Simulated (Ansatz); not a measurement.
BeSe:
```
CELL_PARAMETERS angstrom
      0.00000     2.58886     2.58886
      2.58886     0.00000     2.58886
      2.58886     2.58886     0.00000
ATOMIC_POSITIONS crystal
  Be 0.50000 0.50000 0.50000
  Se 0.75000 0.75000 0.75000
```

Relaxed with PBE. Special points in fractions of this cell's reciprocal vectors: Γ (0.000, 0.000, 0.000); X (0.500, 0.000, 0.500); U (0.625, 0.250, 0.625); K (0.375, 0.375, 0.750); L (0.500, 0.500, 0.500); W (0.500, 0.250, 0.750).

### Question
List the band energies nearest the valence-band maximum at these points for DFT-PBE with spin–orbit coupling in the program Ansatz with PAW potentials.

### Answer
In eV from the valence-band maximum; about four levels below and three above (degenerate sets whole), none deeper than 8.9 eV; points with the same levels are listed once.

| k | below | above |
|---|---|---|
| Γ | 0.00 0.00 0.00 0.00 | 4.08 4.08 4.87 4.87 |
| X | -2.82 -2.82 -2.63 -2.63 | 2.53 2.53 4.08 4.08 |
| U | -4.11 -3.99 -2.30 -2.29 | 3.63 3.64 6.63 |
| L | -1.31 -1.31 -1.07 -1.07 | 4.13 4.13 5.82 5.82 |
| W | -3.95 -3.76 -3.33 -3.32 | 5.98 5.99 6.93 6.93 |

Space group F-43m (zinc blende). Symmetry was held in the PBE relaxation; phonons on a q-mesh show no instability. The volume moved by 28 % from the start of the relaxation.

Potentials: the later of the program's two PAW sets.
